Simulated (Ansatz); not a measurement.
Ansatz 0.2.0, relaxation: CaSbPt3

The input file (Ansatz 0.2.0, plane waves):

```yaml
crystal:
  lattice:
    - [5.761576, 0.0, 0.0]
    - [0.0, 5.761576, 0.0]
    - [0.0, 0.0, 5.436956]
  atoms:
    - { symbol: Pt, position: [0.0, 0.5, 0.1451] }
    - { symbol: Pt, position: [0.5, 0.0, 0.8549] }
    - { symbol: Pt, position: [0.25, 0.25, 0.5] }
    - { symbol: Pt, position: [0.25, 0.75, 0.5] }
    - { symbol: Pt, position: [0.75, 0.75, 0.5] }
    - { symbol: Pt, position: [0.75, 0.25, 0.5] }
    - { symbol: Ca, position: [0.0, 0.0, 0.0] }
    - { symbol: Ca, position: [0.5, 0.5, 0.0] }
    - { symbol: Sb, position: [0.0, 0.5, 0.7211] }
    - { symbol: Sb, position: [0.5, 0.0, 0.2789] }
  symmetry: { tolerance: 0.0003 }
kpoints:
  mp_grid: { grid: [6, 6, 6], shift: [0, 0, 0] }
magnetization:
  spin_polarized: false
scf:
  occupations: { method: fermi_dirac }
  lower_state_search: "off"
hamiltonian:
  pseudopotentials: { kind: paw }
  xc: r2scan
basis:
  ecutwfc: 500
  fft_grid_basis: typed
relax:
  max_steps: 40
  cell: { p_target: 0.0 }
  f_tol: 0.03
output:
  forces: true
  stress: true
  eigenvalues: true
  bader: true
  populations: true
  elf: true
  write_potential: true
  volumetric_format: npy
  dos:
    e_range: [-12, 8]
    de: 0.05
    projected: { site_lists: { Ca: [Ca], Pt: [Pt], Sb: [Sb] } }
  write_density: true
checkpoint:
  read: saved_state
```

Run with:

```bash
ansatz run input.yaml --threads 2 --pin off --max-ram 2560MiB --backend cpu --events-out ev --progress --plain --runs-dir out
```

Origin of the cell: a known structure type with other elements, at an estimated volume, so it need not be a known compound.

The smearing width isn't typed, so it takes its default of 0.1 eV.

The saved state is a converged single point of the same cell.

Steps («new basis» is an SCF on plane waves selected anew at the same cell):

```tsv
step	ΔF (meV/atom)	max force component (eV/Å)	P (GPa)	volume (Å³)	SCF iterations	step was
1	0.0	4.119	31.26	180.48	7	accepted
2	-342.9	1.259	3.86	202.01	9	accepted
3	-387.8	0.197	1.65	199.73	8	accepted
4	-390.3	0.110	0.25	201.55	7	accepted
5	-390.5	0.138	0.02	201.82	5	accepted
6	-390.6	0.020	-0.07	201.79	6	accepted
7	-390.6	0.003	0.03	201.63	7	accepted
8	-391.6	0.002	0.05	201.63	7	new basis
9	-391.6	0.000	0.00	201.69	6	accepted
10	-391.6	0.000	0.00	201.69	5	new basis
```

Step 1, with forces in eV/Å:

```xyz
10
Lattice="5.762 0.000 0.000 0.000 5.762 0.000 0.000 0.000 5.437" Properties=species:S:1:pos:R:3:forces:R:3 pbc="T T T" step=1
Pt    0.000    2.881    0.789    0.000    0.000    3.400
Pt    2.881    0.000    4.648    0.000    0.000   -3.400
Pt    1.440    1.440    2.718    0.000    0.000    0.000
Pt    1.440    4.321    2.718    0.000    0.000    0.000
Pt    4.321    4.321    2.718    0.000    0.000    0.000
Pt    4.321    1.440    2.718    0.000    0.000    0.000
Ca    0.000    0.000    0.000    0.000    0.000    0.000
Ca    2.881    2.881    0.000    0.000    0.000    0.000
Sb    0.000    2.881    3.921    0.000    0.000    4.119
Sb    2.881    0.000    1.516    0.000    0.000   -4.119
```

Step 2, with forces in eV/Å:

```xyz
10
Lattice="5.952 0.000 0.000 0.000 5.952 0.000 0.000 0.000 5.702" Properties=species:S:1:pos:R:3:forces:R:3 pbc="T T T" step=2
Pt    0.000    2.976    0.955    0.000    0.000    1.259
Pt    2.976    0.000    4.747    0.000    0.000   -1.259
Pt    1.488    1.488    2.851    0.000    0.000    0.000
Pt    1.488    4.464    2.851    0.000    0.000    0.000
Pt    4.464    4.464    2.851    0.000    0.000    0.000
Pt    4.464    1.488    2.851    0.000    0.000    0.000
Ca    0.000    0.000    0.000    0.000    0.000    0.000
Ca    2.976    2.976    0.000    0.000    0.000    0.000
Sb    0.000    2.976    4.242    0.000    0.000    1.066
Sb    2.976    0.000    1.460    0.000    0.000   -1.066
```

Step 3, with forces in eV/Å:

```xyz
10
Lattice="5.822 0.000 0.000 0.000 5.822 0.000 0.000 0.000 5.893" Properties=species:S:1:pos:R:3:forces:R:3 pbc="T T T" step=3
Pt    0.000    2.911    1.113    0.000    0.000   -0.053
Pt    2.911    0.000    4.781    0.000    0.000    0.053
Pt    1.455    1.455    2.947    0.000    0.000    0.000
Pt    1.455    4.366    2.947    0.000    0.000    0.000
Pt    4.366    4.366    2.947    0.000    0.000    0.000
Pt    4.366    1.455    2.947    0.000    0.000    0.000
Ca    0.000    0.000    0.000    0.000    0.000    0.000
Ca    2.911    2.911    0.000    0.000    0.000    0.000
Sb    0.000    2.911    4.539    0.000    0.000   -0.197
Sb    2.911    0.000    1.354    0.000    0.000    0.197
```

Step 4, with forces in eV/Å:

```xyz
10
Lattice="5.821 0.000 0.000 0.000 5.821 0.000 0.000 0.000 5.949" Properties=species:S:1:pos:R:3:forces:R:3 pbc="T T T" step=4
Pt    0.000    2.910    1.103    0.000    0.000    0.040
Pt    2.910    0.000    4.846    0.000    0.000   -0.040
Pt    1.455    1.455    2.975    0.000    0.000    0.000
Pt    1.455    4.365    2.975    0.000    0.000    0.000
Pt    4.365    4.365    2.975    0.000    0.000    0.000
Pt    4.365    1.455    2.975    0.000    0.000    0.000
Ca    0.000    0.000    0.000    0.000    0.000    0.000
Ca    2.910    2.910    0.000    0.000    0.000    0.000
Sb    0.000    2.910    4.572    0.000    0.000   -0.110
Sb    2.910    0.000    1.377    0.000    0.000    0.110
```

Step 5, with forces in eV/Å:

```xyz
10
Lattice="5.812 0.000 0.000 0.000 5.812 0.000 0.000 0.000 5.975" Properties=species:S:1:pos:R:3:forces:R:3 pbc="T T T" step=5
Pt    0.000    2.906    1.108    0.000    0.000   -0.130
Pt    2.906    0.000    4.867    0.000    0.000    0.130
Pt    1.453    1.453    2.987    0.000    0.000    0.000
Pt    1.453    4.359    2.987    0.000    0.000    0.000
Pt    4.359    4.359    2.987    0.000    0.000    0.000
Pt    4.359    1.453    2.987    0.000    0.000    0.000
Ca    0.000    0.000    0.000    0.000    0.000    0.000
Ca    2.906    2.906    0.000    0.000    0.000    0.000
Sb    0.000    2.906    4.584    0.000    0.000    0.138
Sb    2.906    0.000    1.391    0.000    0.000   -0.138
```

Step 6, with forces in eV/Å:

```xyz
10
Lattice="5.807 0.000 0.000 0.000 5.807 0.000 0.000 0.000 5.985" Properties=species:S:1:pos:R:3:forces:R:3 pbc="T T T" step=6
Pt    0.000    2.903    1.104    0.000    0.000   -0.020
Pt    2.903    0.000    4.880    0.000    0.000    0.020
Pt    1.452    1.452    2.992    0.000    0.000    0.000
Pt    1.452    4.355    2.992    0.000    0.000    0.000
Pt    4.355    4.355    2.992    0.000    0.000    0.000
Pt    4.355    1.452    2.992    0.000    0.000    0.000
Ca    0.000    0.000    0.000    0.000    0.000    0.000
Ca    2.903    2.903    0.000    0.000    0.000    0.000
Sb    0.000    2.903    4.596    0.000    0.000   -0.004
Sb    2.903    0.000    1.388    0.000    0.000    0.004
```

Step 10, with forces in eV/Å:

```xyz
10
Lattice="5.804 0.000 0.000 0.000 5.804 0.000 0.000 0.000 5.987" Properties=species:S:1:pos:R:3:forces:R:3 pbc="T T T" step=10
Pt    0.000    2.902    1.102    0.000    0.000    0.000
Pt    2.902    0.000    4.885    0.000    0.000    0.000
Pt    1.451    1.451    2.994    0.000    0.000    0.000
Pt    1.451    4.353    2.994    0.000    0.000    0.000
Pt    4.353    4.353    2.994    0.000    0.000    0.000
Pt    4.353    1.451    2.994    0.000    0.000    0.000
Ca    0.000    0.000    0.000    0.000    0.000    0.000
Ca    2.902    2.902    0.000    0.000    0.000    0.000
Sb    0.000    2.902    4.598    0.000    0.000    0.000
Sb    2.902    0.000    1.390    0.000    0.000    0.000
```

| Item | Value |
| --- | --- |
| Free energy lowered by | 391.6 meV/atom |
| Volume change | 11.75 % |
| Final pressure | 0.00 GPa |
| Relaxation steps listed | 10 |
| Formation energy (elements under the same functional, gases as molecules, uncorrected) | -0.663 eV/atom |

Caveats: no dispersion correction, so spacings can come out too large where layers or molecules are weakly bound; no moments, though an odd count or open d shells may carry them; no spin-orbit coupling, though heavy elements are present; the relaxation held the start's symmetry, so the end may be a saddle point.

Time: 10 min on 2 threads of Arm Neoverse V1, with other jobs on the host, peak memory 1.3 GiB, from a saved density.
